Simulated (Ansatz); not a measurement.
Here is the system:

Starting cell, AgCl (rock salt):

```yaml
crystal:
  lattice:
    - [0.00000, 5.61150, 5.61150]
    - [2.80575, 2.80575, 5.61150]
    - [2.80575, 2.80575, 0.00000]
  atoms:
    - { symbol: Cl, position: [0.00000, 0.00000, 0.00000] }
    - { symbol: Cl, position: [0.50000, 0.00000, 0.00000] }
    - { symbol: Ag, position: [0.00000, 0.50000, 0.50000] }
    - { symbol: Ag, position: [0.50000, 0.50000, 0.50000] }
```

A phonon eigenvector at X = (0.5, 0.5, 0.0) is frozen into this cell: atom i moves by Q times the vector below, so Q is the largest atomic displacement, in Å. The cell is held. (q is in reciprocal vectors of the primitive cell; the cell shown is doubled to hold the pattern.)

```tsv
atom	x	y	z
Cl1	0.000	0.000	-0.437
Cl2	0.000	0.000	0.437
Ag3	0.000	0.000	-1.000
Ag4	0.000	0.000	1.000
```

Method: PBE (plane waves to 420 eV, PAW, scalar-relativistic; Ansatz, a first-principles code). k mesh 10×10×10 (Γ-centred), Fermi-Dirac smearing 0.05 eV. Energies are smeared free energies. AgCl was relaxed with its symmetry unable to fall. ΔE is measured from the undisplaced structure.

The scan covers Q from -0.100 to 0.100 Å in 13 points.

Q: Which space group does the distorted structure have?

A: P4/nmm (No. 129), lowered from Fm-3m.

Q: What is the energy change at Q = 0.100 Å?

A: 10.8 meV/cell.

Q: What harmonic wavenumber does the curvature at Q = 0 give?

A: 51 cm⁻¹.

(For displaced atoms, the force is minus the slope of the energy, and its curvature is a force constant, which sets phonon frequencies.)
